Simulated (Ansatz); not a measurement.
According to DFT-r²SCAN in the program Ansatz with PAW potentials, SiMo2N in the hexagonal phase (P6_3/mmc; Si on 2d, Mo on 4f, N on 2a) relaxes to a = 2.921 Å, c = 13.344 Å. N has 6 nearest neighbours from 2.16 Å (octahedral). Against the elements it lies at -0.13 eV/atom, with no fitted shifts.

Electronic character: metallic (no gap). The magnetic state found is ferromagnetic. The net moment is 0.26 μB per atom.

An equation-of-state fit gives a bulk modulus of 244 GPa. Bader charges are Si -0.30, Mo +0.88, N -1.46 e.

The start of the workflow was typed in or built on a structure type; neither database checked (COD, Materials Project) lists it. Its standing as an ambient phase is unchecked. The cell was relaxed with r²SCAN under the symmetry of its start; its stability against distortions is not shown here. Spin order of the final state: ferromagnetic, the only order run, not a proven ground state. Other orbital occupations within this spin state were not tried. No Hubbard U is applied. The references are the lowest solids computed at this level, not always the standard phases (solids in place of the gases). Spin–orbit coupling is left out wherever it is not named.

Potentials: the earlier of the program's two PAW sets. The files were generated under PBE; for other functionals the program regenerates the frozen cores, and for LDA and PBEsol the local potential too.
